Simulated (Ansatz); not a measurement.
WSe$_{2}$:
```
CELL_PARAMETERS angstrom
      3.25000     0.00000     0.00000
     -1.62500     2.81458     0.00000
      0.00000     0.00000    12.81897
ATOMIC_POSITIONS crystal
  W  0.66667 0.33333 0.75000
  W  0.33333 0.66667 0.25000
  Se 0.33333 0.66667 0.88001
  Se 0.66667 0.33333 0.11999
  Se 0.66667 0.33333 0.38001
  Se 0.33333 0.66667 0.61999
```

Cartesian axes are those of the cell as given.

### Question
Give the high-frequency dielectric tensor and the Born effective charge tensors of the independent atoms from DFPT, the program Ansatz at the LDA level (PAW).

### Answer

ε∞:
```
15.3  0.00  0.00
0.00  15.3  0.00
0.00  0.00  8.06
```
Z* of atom 1 (W), rows: field, columns: displacement, in e:
```
-1.35   0.00   0.00
 0.00  -1.35   0.00
 0.00   0.00  -0.90
```
Z* of atom 3 (Se), rows: field, columns: displacement, in e:
```
0.68  0.00  0.00
0.00  0.68  0.00
0.00  0.00  0.45
```

Space group P6_3/mmc. The LDA relaxation kept the symmetry of its start. No spin polarisation was allowed. A crystal of weakly bound layers computed without a dispersion correction: the cell and the soft elastic constants depend strongly on that. Scalar-relativistic: spin–orbit coupling is off unless named, which matters more the heavier the elements.

Potentials: the earlier of the program's two PAW sets. The files were generated under PBE; for other functionals the program regenerates the frozen cores, and for LDA and PBEsol the local potential too.
